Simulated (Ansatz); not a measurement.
PbS (rock salt)

```
PbS
1.0
    0.00000     3.00452     3.00452
    3.00452     0.00000     3.00452
    3.00452     3.00452     0.00000
S Pb
1 1
Direct
  0.00000   0.00000   0.00000
  0.50000   0.50000   0.50000
```

Computed with PBE (plane waves to 420 eV, PAW, scalar-relativistic; Ansatz, an electronic-structure program). Harmonic phonons by density-functional perturbation theory on a 10×10×10 k mesh, in cm⁻¹; i marks imaginary ones, q is in fractions of the reciprocal vectors of the cell shown, and the three acoustic modes at Γ are left out. The non-analytic (LO-TO) term is not included, so polar modes at Γ have their transverse values. The program warned that its band solver left a few bands short of their tolerance. PbS was relaxed with its symmetry unable to fall. Spin-orbit coupling is left out, though Pb is heavy. The PAW data are Ansatz's earlier set.

**Question.** Is the structure dynamically stable at Γ, L = (0.5, 0.0, 0.0), X = (0.5, 0.5, 0.0)?

**Answer.** No imaginary mode at these points (lowest 36 cm⁻¹ at X = (0.5, 0.5, 0.0)); other wave vectors were not tested.

**Question.** List the wavenumbers at Γ, L = (0.5, 0.0, 0.0), X = (0.5, 0.5, 0.0), with degeneracies.

**Answer.** 
```csv
q,wavenumbers (cm⁻¹)
Γ,42 (×3)
"L = (0.5, 0.0, 0.0)","48 (×2), 103, 183 (×2), 226"
"X = (0.5, 0.5, 0.0)","36 (×2), 46, 85 (×2), 105"
```
